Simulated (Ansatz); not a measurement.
Relaxation of a relaxed Mo cell shaken by Gaussian noise of σ = 0.08 Å a coordinate; 8 atoms in the cell, which starts as P1 (No. 1), aP8; a = 5.067 Å, b = 5.067 Å, c = 5.067 Å, α = 90.00°, β = 90.00°, γ = 90.00°. Calculation: PBE (plane waves to 420 eV, PAW, scalar-relativistic; Ansatz, a program for electronic structure). Γ-centred k-mesh 7×7×7 on the run's cell (coarser than for final values), Fermi–Dirac smearing 0.05 eV. This is the first round of the run. 

The optimiser's lines from the output (shortened; P is positive under compression):

```
relax step   1: F+E_penalty+E_count = -39645.20592389 eV  Δ(F+E_penalty+E_count) = +0.000e0 eV  max|allowed force component| = 1.597e0 eV/Å  Δτ_max = 0.0000 Å  P = +2.209 GPa  Ω = 130.090 Å³  (8 SCF iters, dr2 threshold 1.00e-7 eV, accepted)
relax step   2: F+E_penalty+E_count = -39645.74348625 eV  Δ(F+E_penalty+E_count) = -5.376e-1 eV  max|allowed force component| = 4.786e-1 eV/Å  Δτ_max = 0.1949 Å  P = +0.374 GPa  Ω = 130.015 Å³  (6 SCF iters, dr2 threshold 8.00e-7 eV, accepted)
relax step   3: F+E_penalty+E_count = -39645.81037642 eV  Δ(F+E_penalty+E_count) = -6.689e-2 eV  max|allowed force component| = 6.362e-2 eV/Å  Δτ_max = 0.0782 Å  P = +0.140 GPa  Ω = 130.054 Å³  (6 SCF iters, dr2 threshold 8.00e-7 eV, accepted)
relax step   4: F+E_penalty+E_count = -39645.81293892 eV  Δ(F+E_penalty+E_count) = -2.563e-3 eV  max|allowed force component| = 2.617e-2 eV/Å  Δτ_max = 0.0108 Å  P = +0.045 GPa  Ω = 130.107 Å³  (6 SCF iters, dr2 threshold 8.00e-7 eV, accepted)
relax step   5: F+E_penalty+E_count = -39645.81323162 eV  Δ(F+E_penalty+E_count) = -2.927e-4 eV  max|allowed force component| = 1.559e-3 eV/Å  Δτ_max = 0.0045 Å  P = -0.043 GPa  Ω = 130.154 Å³  (6 SCF iters, dr2 threshold 4.30e-8 eV, accepted)
relax step   6: F+E_penalty+E_count = -39645.81324223 eV  Δ(F+E_penalty+E_count) = -1.061e-5 eV  max|allowed force component| = 2.077e-4 eV/Å  Δτ_max = 0.0003 Å  P = +0.000 GPa  Ω = 130.130 Å³  (6 SCF iters, dr2 threshold 6.76e-9 eV, accepted)
relax step   7: F+E_penalty+E_count = -39645.81325771 eV  Δ(F+E_penalty+E_count) = -1.549e-5 eV  max|allowed force component| = 2.065e-4 eV/Å  Δτ_max = 0.0000 Å  P = -0.001 GPa  Ω = 130.130 Å³  stress off target by 1.29e-3 GPa  SCF on the basis re-selected at this cell (its energy is not comparable with the rows above)  (8 SCF iters)
```

From the first to the last row the energy changes by -0.08 eV/atom and the volume by 0.0 %. The last row is marked as not comparable with the walk above it, whose basis was carried along; it does compare with step 1, since both stand on a basis selected at the nominal cutoff for their own cell.

Later rounds, restarted from the end of this one on a renewed k-mesh, logged 5 more steps and released under 0.01 eV/atom more. The final structure after all rounds: Pa-3 (No. 205), cP8; a = b = c = 5.067 Å, α = β = γ = 90.00°. No spin polarisation in the result.

The relaxed structure here is a generated cell of Mo: the first start was made by placing the elements on the sites of a structure type, and the end was not matched to a known phase here, so it may be hypothetical. Known forms of Mo include space group No. 229.
